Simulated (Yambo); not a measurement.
BSE-type run in Yambo on LaAgSO (space group P4/nmm, No. 129), at zero momentum. PBEsol wavefunctions on a 4×4×1 mesh, a = 4.0917 Å, b = 4.0917 Å, c = 9.1024 Å, α = 90.00°, β = 90.00°, γ = 90.00°.

Yambo input:
```
rim_cut
optics
bse
bss
dipoles
em1s
RandQpts= 1000000
RandGvec= 1 Ry
FFTGvecs= 40 Ry
Chimod= "HARTREE"
BSKmod= "SEX"
BSEmod= "resonant"
BSSmod= "hs"
BSENGexx= 15 Ry
BSENGBlk= 3 Ry
% KfnQP_E
 0.921 | 1.0 | 1.0 |
%
% BSEQptR
 1 | 1 |
%
% BSEBands
 21 | 67 |
%
% BEnRange
 0.0 | 9.2 | eV
%
% BDmRange
 0.15 | 0.15 | eV
%
BEnSteps= 184
% BLongDir
 1.0 | 0.0 | 0.0 |
%
BSHayTrs= -0.02
BSSNEig= 24
WRbsWF
% BndsRnXs
 9 | 98 |
%
NGsBlkXs= 3 Ry
% LongDrXs
 1.0 | 1.0 | 1.0 |
%
```

From the report:

The dimension is k points × valence × conduction bands = 16 × 22 × 25 = 8800.
```
   [SLEPC] Approach                          : Krylov-Schur
   [SLEPC] Number of requested eigenvalues   :  24
   [SLEPC] Number of eigenvalues        [NEV]:  24
    [K] Dimension                                    :   8800
    [K] Bands                                        :   21   67
    [K] Exchange res                                 : yes
    [K] Correlation res                              : yes
    [K] W interaction is bare                        : no
    [K] RL vectors exchange                          :  1017
    [K] RL vectors correlation                       :   93
    [W] Matrix size                                  :   93
    [W] Bands                                        :    9   98
    [W] Coulomb Cutoff                               : none
    [W] Hxc Kernel                                   : HARTREE
```

Spin-orbit coupling is not included.

Geometry of the Materials Project entry, not relaxed at this level.
